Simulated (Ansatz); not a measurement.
Ba3ZnN2O in space group P4/mmm (No. 123; Pearson symbol tP7), DFT-r²SCAN in the program Ansatz with PAW potentials, all energies at zero smearing, with the estimated change up to a 700 eV cutoff added, with one set of potentials and settings (totals compare only within such a set). Cell of 7 atoms (3 Ba, 1 Zn, 2 N, 1 O): -22563.190 eV.

```tsv
element	reference phase	E (eV/atom)
Ba	Im-3m, 1 atoms in the cell	-5964.4614
Zn	P6_3/mmc, 2 atoms in the cell	-3325.6729
N	Pa-3, 8 atoms in the cell	-384.8315
O	C2/m, 4 atoms in the cell, spin-polarised	-566.0281
```

Formation energy per atom, worked out: (-22563.190 − 3×(-5964.4614) − 1×(-3325.6729) − 2×(-384.8315) − 1×(-566.0281))/7 = -1.206 eV/atom (-116 kJ per mol of atoms), at 0 K, without zero-point energy or fitted corrections.

The first step of the workflow began from a Materials Project structure, measured or hypothetical; the Crystallography Open Database copy checked does not list it. Its standing as an ambient phase is unchecked. The cell was relaxed with r²SCAN under the symmetry of its start; whether a distortion lowers the energy is not shown. The references are the lowest solids computed at this level, not always the standard phases (solids in place of the gases). Spin–orbit coupling is left out wherever it is not named.

Potentials: the later of the program's two PAW sets.
